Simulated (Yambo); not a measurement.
How GW settings move the gap: NaGaS$_{2}$O$_{8}$

G0W0@LDA for NaGaS2O8 (space group C2/m, No. 12) in Yambo. Reference settings: 2×2×2 Γ-centred k mesh, bands 2 to 231 and a 7 Ry block in the screening, 231 bands in G with the Bruneval-Gonze terminator, plasmon pole fitted at 27.2 eV. The LDA gap (-0.5, -0.5, 0) → Γ on this mesh is 4.07 eV; G0W0 gaps are taken between the same points.

```json
[
 {"change from the reference": "reference settings", "G0W0 gap (-0.5, -0.5, 0) → Γ (eV)": "6.98", "shift of the valence edge (eV)": "-1.41", "rough Yambo cost": "1"},
 {"change from the reference": "136 bands in W, 136 bands in G", "G0W0 gap (-0.5, -0.5, 0) → Γ (eV)": "7.10", "shift of the valence edge (eV)": "-1.33", "rough Yambo cost": "within a factor of two"},
 {"change from the reference": "wavefunctions cut at 30 Ry", "G0W0 gap (-0.5, -0.5, 0) → Γ (eV)": "6.97", "shift of the valence edge (eV)": "-1.39", "rough Yambo cost": "about 1/2"},
 {"change from the reference": "wavefunctions cut at 50 Ry", "G0W0 gap (-0.5, -0.5, 0) → Γ (eV)": "6.97", "shift of the valence edge (eV)": "-1.41", "rough Yambo cost": "within a factor of two"},
 {"change from the reference": "exchange cut at 20 Ry", "G0W0 gap (-0.5, -0.5, 0) → Γ (eV)": "6.74", "shift of the valence edge (eV)": "-0.99", "rough Yambo cost": "–"},
 {"change from the reference": "98 bands in W, 98 bands in G, 3 Ry block", "G0W0 gap (-0.5, -0.5, 0) → Γ (eV)": "7.42", "shift of the valence edge (eV)": "-1.46", "rough Yambo cost": "about 1/3"},
 {"change from the reference": "136 bands in W, 136 bands in G, 6 Ry block", "G0W0 gap (-0.5, -0.5, 0) → Γ (eV)": "7.09", "shift of the valence edge (eV)": "-1.33", "rough Yambo cost": "within a factor of two"},
 {"change from the reference": "183 bands in W, 183 bands in G, 4 Ry block", "G0W0 gap (-0.5, -0.5, 0) → Γ (eV)": "7.06", "shift of the valence edge (eV)": "-1.40", "rough Yambo cost": "within a factor of two"},
 {"change from the reference": "183 bands in W, 183 bands in G, 6 Ry block", "G0W0 gap (-0.5, -0.5, 0) → Γ (eV)": "7.01", "shift of the valence edge (eV)": "-1.37", "rough Yambo cost": "within a factor of two"},
 {"change from the reference": "2 Ry block", "G0W0 gap (-0.5, -0.5, 0) → Γ (eV)": "7.56", "shift of the valence edge (eV)": "-1.81", "rough Yambo cost": "within a factor of two"},
 {"change from the reference": "4 Ry block", "G0W0 gap (-0.5, -0.5, 0) → Γ (eV)": "7.02", "shift of the valence edge (eV)": "-1.42", "rough Yambo cost": "within a factor of two"},
 {"change from the reference": "6 Ry block", "G0W0 gap (-0.5, -0.5, 0) → Γ (eV)": "6.97", "shift of the valence edge (eV)": "-1.40", "rough Yambo cost": "within a factor of two"},
 {"change from the reference": "69 bands in W, 69 bands in G, 3 Ry block, no terminator", "G0W0 gap (-0.5, -0.5, 0) → Γ (eV)": "7.86", "shift of the valence edge (eV)": "-1.32", "rough Yambo cost": "about 1/6"},
 {"change from the reference": "69 bands in W, 69 bands in G, no terminator", "G0W0 gap (-0.5, -0.5, 0) → Γ (eV)": "7.66", "shift of the valence edge (eV)": "-0.94", "rough Yambo cost": "about 1/5"},
 {"change from the reference": "no terminator", "G0W0 gap (-0.5, -0.5, 0) → Γ (eV)": "6.96", "shift of the valence edge (eV)": "-1.19", "rough Yambo cost": "within a factor of two"}
]
```

The reference isn't shown to be the converged limit. Costs are rough (shared machines), scaled to the same edge states, and given only for runs that recompute the screening.

Spin-orbit splittings are left out.

The standard potential for Ga keeps a d shell in the valence without the s and p states of that shell. In tests on such compounds this moved G0W0 gaps by up to about 0.9 eV, so absolute quasiparticle energies here are unreliable; differences between settings are what counts.

Geometry of the Materials Project entry, not relaxed at this level; primitive cell a = b = 4.760 Å, c = 7.298 Å, α = β = 92.38°, γ = 65.73°.

The structure is a Materials Project entry; no match was found in the copy of COD used, and its stability was not checked.

A shift is the quasiparticle energy of the state minus its LDA energy.
